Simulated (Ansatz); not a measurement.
A relaxed structure of ZnO. Space group P6₃mc (No. 186), AFLOW prototype AB_hP12_186_a2b_a2b (B6, as in SiC). Method: PBE (plane waves to 420 eV, PAW, scalar-relativistic; Ansatz, a first-principles code).

```cif
data_O6Zn6
_chemical_formula_sum 'Zn6 O6'
_space_group_name_H-M_alt 'P63mc'
_space_group_IT_number 186
_space_group_name_Hall 'P 6c -2c'
_cell_length_a 3.27003
_cell_length_b 3.27003
_cell_length_c 15.96494
_cell_angle_alpha 90.000
_cell_angle_beta 90.000
_cell_angle_gamma 120.000
loop_
_atom_site_label
_atom_site_type_symbol
_atom_site_symmetry_multiplicity
_atom_site_Wyckoff_symbol
_atom_site_fract_x
_atom_site_fract_y
_atom_site_fract_z
_atom_site_occupancy
Zn1 Zn 2 a 0.00000 0.00000 0.49989 1
Zn2 Zn 2 b 0.33333 0.66667 0.33342 1
Zn3 Zn 2 b 0.66667 0.33333 0.16663 1
O1 O 2 a 0.00000 0.00000 0.37469 1
O2 O 2 b 0.33333 0.66667 0.20793 1
O3 O 2 b 0.66667 0.33333 0.04113 1
```

```yaml
volume_per_atom: 12.32 Å³
density: 5.49 g/cm³
band_gap: 0.67 eV, direct at Γ (no spin-orbit coupling)
shortest_distances: O–Zn 2.00 Å; O–O 3.26 Å; Zn–Zn 3.26 Å
k-mesh: 9×9×2
```

Band energies at high-symmetry points (eV from the VBM; labels of this space group; no spin-orbit coupling), from −5 eV up to 5.7 eV:

| point | energies |
|---|---|
| Γ | -4.44 -4.44 -4.43 -4.43 -4.40 -4.40 -4.39 -4.39 -4.33 -4.33 -4.31 -4.31 -4.07 -3.08 -3.05 -1.44 -1.41 -0.76 -0.76 -0.57 -0.57 -0.55 -0.55 -0.20 -0.20 -0.17 -0.17 -0.02 0.00 0.00 0.67 2.22 2.32 4.16 4.27 5.27 |
| M | -4.97 -4.96 -4.95 -4.86 -4.79 -4.76 -4.43 -4.38 -4.33 -4.33 -4.31 -4.31 -4.30 -4.30 -4.28 -4.26 -4.21 -4.20 -4.00 -3.95 -3.73 -3.57 -3.25 -3.24 -2.43 -2.24 -2.13 -1.82 -1.76 -1.74 -1.46 -1.18 -1.10 -1.08 -0.89 -0.77 5.36 5.48 5.59 |
| K | -4.78 -4.78 -4.71 -4.59 -4.57 -4.57 -4.48 -4.48 -4.48 -4.45 -4.42 -4.42 -4.40 -4.40 -4.37 -4.06 -4.05 -4.05 -3.95 -3.95 -3.95 -3.80 -3.56 -3.56 -2.91 -2.91 -2.55 -2.34 -2.09 -2.09 -1.66 -1.66 -1.54 -1.33 -1.30 -1.30 |
| A | -4.43 -4.43 -4.43 -4.43 -4.40 -4.40 -4.40 -4.40 -4.32 -4.32 -4.32 -4.32 -3.75 -3.75 -2.26 -2.26 -0.71 -0.71 -0.71 -0.71 -0.61 -0.61 -0.37 -0.37 -0.37 -0.37 -0.05 -0.05 -0.05 -0.05 1.31 1.31 3.27 3.27 4.96 4.96 |
| L | -5.00 -5.00 -4.83 -4.83 -4.80 -4.80 -4.41 -4.41 -4.33 -4.33 -4.31 -4.31 -4.30 -4.30 -4.27 -4.27 -4.21 -4.21 -3.98 -3.98 -3.64 -3.64 -3.26 -3.26 -2.31 -2.31 -2.02 -2.02 -1.70 -1.70 -1.41 -1.41 -0.98 -0.98 -0.86 -0.86 5.35 5.35 |
| H | -4.77 -4.77 -4.66 -4.66 -4.61 -4.61 -4.48 -4.48 -4.47 -4.47 -4.45 -4.45 -4.30 -4.30 -4.21 -4.21 -4.11 -4.11 -3.92 -3.92 -3.85 -3.85 -3.56 -3.56 -2.89 -2.89 -2.46 -2.46 -2.15 -2.15 -1.57 -1.57 -1.42 -1.42 -1.35 -1.35 |

No spin polarisation in the result.

The run could not lose the symmetry of its start; a randomly shaken copy of 12 atoms returns to this structure.

The first start was generated by placing the elements on the sites of a structure type. A measured structure of ZnO has the same space group, P6₃mc (No. 186); the sites were not compared with it.
